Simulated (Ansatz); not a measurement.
Relaxed BaTiO3 (cubic perovskite):

```xyz
5
Lattice="4.0195 0.0000 0.0000 0.0000 4.0195 0.0000 0.0000 0.0000 4.0195" Properties=species:S:1:pos:R:3 pbc="T T T"
Ba     0.0000     0.0000     0.0000
Ti     2.0097     2.0097     2.0097
O      0.0000     2.0097     2.0097
O      2.0097     2.0097     0.0000
O      2.0097     0.0000     2.0097
```

Scan: atom 5 (O, nearest neighbour Ti at 2.010 Å; its periodic images, 4.0 Å or more away, move with it) is displaced towards the nearest neighbour, direction (0.000, 1.000, 0.000) in Cartesian axes, by s. The other atoms stay.

The numbers are results of PBE (plane waves to 420 eV, PAW, scalar-relativistic; Ansatz, a quantum-chemistry and plane-wave program), not measurements. k mesh 7×7×7 (Γ-centred), Fermi-Dirac smearing 0.05 eV. E stands for the smeared free energy. BaTiO3 is run without spin polarisation. BaTiO3 was relaxed with its symmetry unable to fall. The PAW data are Ansatz's earlier set. This is a high-temperature form of BaTiO3. The zero of ΔE is the undisplaced structure.

| s (Å) | ΔE (meV/cell) |
|---|---|
| -0.200 | 116.6 |
| -0.160 | 67.1 |
| -0.120 | 34.5 |
| -0.080 | 14.2 |
| -0.040 | 3.4 |
| 0.000 | 0.0 |
| 0.040 | 3.4 |
| 0.080 | 14.2 |
| 0.120 | 34.5 |
| 0.160 | 67.1 |
| 0.200 | 116.6 |

Task: What force constant k = d²E/ds² at s = 0 does the table give?

Result: 4.2 eV/Å². It is the second difference of the nearest points, corrected with the next pair.

Task: With k = 4.18 eV/Å² from the forces, is the well harmonic out to s = 0.200 Å?

Result: ½ks² = 83.7 meV/cell against the computed 116.6 meV/cell, so the well is stiffer than harmonic there.

(For displaced atoms, the force is minus the slope of the energy, and its curvature is a force constant, which sets phonon frequencies.)
